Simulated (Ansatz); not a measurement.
Relaxed-ion elastic tensor of LaN (zinc blende, F-43m) in GPa (Voigt order), the program Ansatz at the r²SCAN level (PAW); density 5.77 g/cm³, 22.01 Å³ per atom.

```tsv
	1	2	3	4	5	6
1	101	84.1	84.1	0.0	0.0	0.0
2	84.1	101	84.1	0.0	0.0	0.0
3	84.1	84.1	101	0.0	0.0	0.0
4	0.0	0.0	0.0	30.9	0.0	0.0
5	0.0	0.0	0.0	0.0	30.9	0.0
6	0.0	0.0	0.0	0.0	0.0	30.9
```

Task: Is the crystal mechanically stable?

Result: Yes: the smallest eigenvalue of C is 17.3 GPa.

Task: Work out the Voigt, Reuss and Hill averages.

Result: K_V = 89.9, K_R = 89.9, K_H = 89.9; G_V = 22.0, G_R = 15.2, G_H = 18.6 GPa.

Task: Give Young's modulus, Poisson's ratio, Pugh's ratio and the universal anisotropy index.

Result: E = 9KG/(3K + G) = 52.2 GPa; ν = 0.40; K/G = 4.83 (ductile by the Pugh limit of 1.75); A_U = 5G_V/G_R + K_V/K_R − 6 = 2.22.

Task: Estimate the sound speeds and the Debye temperature.

Result: v_l = √((K + 4G/3)/ρ) = 4460 m/s, v_t = √(G/ρ) = 1800 m/s, mean 2030 m/s; Θ = (h/k)(3n/4πV)^(1/3) v_m = 216 K.

Task: Give the Zener ratio and Young's modulus along [100], [110] and [111].

Result: A = 2C44/(C11 − C12) = 3.57; 1/E = S11 − 2(S11 − S12 − S44/2)Γ with Γ = 0, 1/4, 1/3 gives 25.2, 52.8, 83.2 GPa.

Task: Solve the Christoffel equation for the three sound speeds along [100], [110], [111].

Result: Eigenvalues of C_ijkl n_j n_l equal ρv² (piezoelectric stiffening left out). In km/s, slowest first: [100] 2.31, 2.31, 4.19; [110] 1.22, 2.31, 4.63; [111] 1.67, 1.67, 4.77.

The start of the workflow was typed in or built on a structure type; neither database checked (COD, Materials Project) lists it. COD files the formula under space group No. 225, so this cell is another polymorph or a model. Whether it is the stable phase at ambient conditions was not checked. The r²SCAN relaxation kept the symmetry of its start; whether a distortion lowers the energy is not shown. Spin–orbit coupling is left out wherever it is not named.

Potentials: the later of the program's two PAW sets.
